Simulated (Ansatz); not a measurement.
Te2Pd in space group R-3m (No. 166; Pd on 3a, Te on 6c) at seven volumes, PBE+D3(BJ) in the plane-wave PAW code Ansatz, shape and atoms relaxed at each. One row is withheld.

```tsv
V (Å³/atom)	P (GPa)
22.753	5.52
23.503	3.24
24.253	1.41
25.003	0.01
25.753	-1.11
26.503	?
27.253	-2.57
```

Problem. Fit the shown pressures and predict the withheld one.

Solution. P = (3/2)B₀(x^(7/2) − x^(5/2))[1 + (3/4)(B′ − 4)(x − 1)] with x = (V₀/V)^(2/3). Least squares on the six rows gives V₀ = 25.004 Å³/atom, B₀ = 41.5 GPa, B′ = 7.46. At V = 26.503, x = 0.9619 and P = -1.94 GPa. The run itself gave -1.88 GPa.

A made-up cell: these elements were put on the sites of a structure type; neither database checked (COD, Materials Project) lists it. COD files the formula under space group No. 164, so this cell is another polymorph or a model. Whether it is the stable phase at ambient conditions was not checked. The PBE+D3(BJ) relaxation kept the symmetry of its start; whether a distortion lowers the energy is not shown. The run is not spin-polarised. Scalar-relativistic: spin–orbit coupling is off unless named, which matters more the heavier the elements.

Potentials: the earlier of the program's two PAW sets.
